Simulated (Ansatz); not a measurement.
# LiMg (Pm-3m), tetragonal deformation path

Level of theory: Ansatz 0.2.0, DFT LDA, scalar-relativistic, plane waves, PAW. Cutoff 420 eV, Γ-centred 16×16×16 k-points, Gaussian smearing of 0.15 eV. No spin polarisation. Energies are free energies at this smearing, counted from the undisturbed cell; pressure is positive in compression.

The starting cell (as given, not relaxed at this level; it stands at -1.4 GPa, and it needn't be the usual structure):

```
Li Mg
1.0
     3.41533    0.00000    0.00000
     0.00000    3.41533    0.00000
     0.00000    0.00000    3.41533
Li Mg
1 1
Direct
  0.00000 0.00000 0.00000
  0.50000 0.50000 0.50000
```

At fixed volume and fractional coordinates, lengths along (0.000, 0.000, 1.000) are scaled against those across it; ρ is that ratio over its starting value. The cell is metallic on the mesh throughout.

```tsv
ρ	ΔE (meV/atom)	pressure (GPa)
0.650	274.7	3.0
0.707	153.5	1.3
0.780	66.4	-0.1
0.850	?	?
0.920	5.6	-1.2
0.960	?	?
1.000	0.0	-1.4
1.100	?	?
1.200	10.0	-1.0
1.300	16.5	-0.8
1.414	24.1	-0.5
1.500	31.5	-0.2
```

Give the withheld values.

ΔE (meV/atom) at ρ = 0.850: 23.7; pressure (GPa) at ρ = 0.850: -0.9; ΔE (meV/atom) at ρ = 0.960: 1.1; pressure (GPa) at ρ = 0.960: -1.3; ΔE (meV/atom) at ρ = 1.100: 3.2; pressure (GPa) at ρ = 1.100: -1.2.